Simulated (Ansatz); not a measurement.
The relaxed structure here is a generated cell of La2O3: the first start was made by a random draw of sites in a space group, and the end was not matched to a known phase here, so it may be hypothetical. Known forms of La2O3 include space group No. 164.

A relaxed structure of La2O3. Space group P2₁ (No. 4). These are r2SCAN (plane waves to 500 eV, PAW, scalar-relativistic; Ansatz, an electronic-structure program) values and carry that method's errors.

Space group P2₁ (No. 4); a = 4.441 Å, b = 4.373 Å, c = 9.424 Å, α = γ = 90.00°, β = 96.32°

| atom | site | symmetry | x | y | z |
|---|---|---|---|---|---|
| La | 2a | 1 | 0.2836 | 0.4640 | 0.6306 |
| La | 2a | 1 | 0.1306 | 0.4834 | 0.1498 |
| O | 2a | 1 | 0.0333 | 0.4790 | 0.8954 |
| O | 2a | 1 | 0.6510 | 0.4524 | 0.2525 |
| O | 2a | 1 | 0.2226 | 0.8187 | 0.4211 |

```json
{
  "volume_per_atom": "18.19 Å³",
  "density": "5.95 g/cm³",
  "band_gap": "3.75 eV, indirect (valence top at k = (0.375, 0, -0.25), conduction bottom at Γ) (no spin-orbit coupling)",
  "smallest_direct_gap": "4.01 eV at Γ",
  "shortest_distances": "La–O 2.31 Å; O–O 2.94 Å; La–La 3.59 Å",
  "k-mesh": "8×8×4"
}
```

Band energies at high-symmetry points (eV from the VBM; labels of this space group; no spin-orbit coupling), from −5 eV up to 5.3 eV:

```
point                                                                                                                                   energies
-----  -----------------------------------------------------------------------------------------------------------------------------------------
Γ      -2.65 -2.21 -2.16 -1.89 -1.65 -1.52 -1.30 -1.25 -1.21 -1.00 -0.96 -0.86 -0.76 -0.69 -0.46 -0.44 -0.31 -0.26 3.75 4.60 4.87 4.97 5.11 5.28
Z                -2.21 -2.21 -1.96 -1.96 -1.81 -1.81 -1.54 -1.54 -1.37 -1.37 -0.96 -0.96 -0.79 -0.79 -0.62 -0.62 -0.25 -0.25 4.29 4.29 4.91 4.91
D      -2.29 -2.29 -2.03 -2.03 -1.74 -1.74 -1.49 -1.49 -1.35 -1.35 -0.93 -0.93 -0.86 -0.86 -0.46 -0.46 -0.33 -0.33 4.31 4.31 4.90 4.90 5.33 5.33
B      -2.69 -2.22 -2.06 -1.93 -1.65 -1.46 -1.45 -1.24 -1.09 -0.99 -0.89 -0.85 -0.78 -0.65 -0.54 -0.50 -0.34 -0.29 4.24 4.38 4.74 4.98 5.14 5.32
A           -2.24 -2.23 -2.16 -2.13 -1.99 -1.98 -1.64 -1.54 -1.38 -1.35 -1.05 -0.97 -0.77 -0.74 -0.68 -0.48 -0.36 -0.02 4.09 4.14 4.98 5.08 5.15
E                -2.49 -2.49 -1.98 -1.98 -1.76 -1.76 -1.64 -1.64 -1.44 -1.44 -1.05 -1.05 -0.89 -0.89 -0.71 -0.71 -0.45 -0.45 4.66 4.66 5.05 5.05
C2     -2.26 -2.26 -2.18 -2.18 -1.80 -1.80 -1.69 -1.69 -1.37 -1.37 -1.06 -1.06 -0.89 -0.89 -0.70 -0.70 -0.46 -0.46 4.68 4.68 5.08 5.08 5.29 5.29
Y2          -2.33 -2.23 -2.16 -2.08 -1.97 -1.88 -1.57 -1.57 -1.41 -1.25 -1.24 -1.13 -0.83 -0.74 -0.63 -0.47 -0.13 -0.06 4.07 4.10 4.93 5.13 5.17
```

No spin polarisation in the result.

It was reached from a disturbed copy of a Pm-3m (No. 221) cell, against which it lies -0.792 eV/atom.
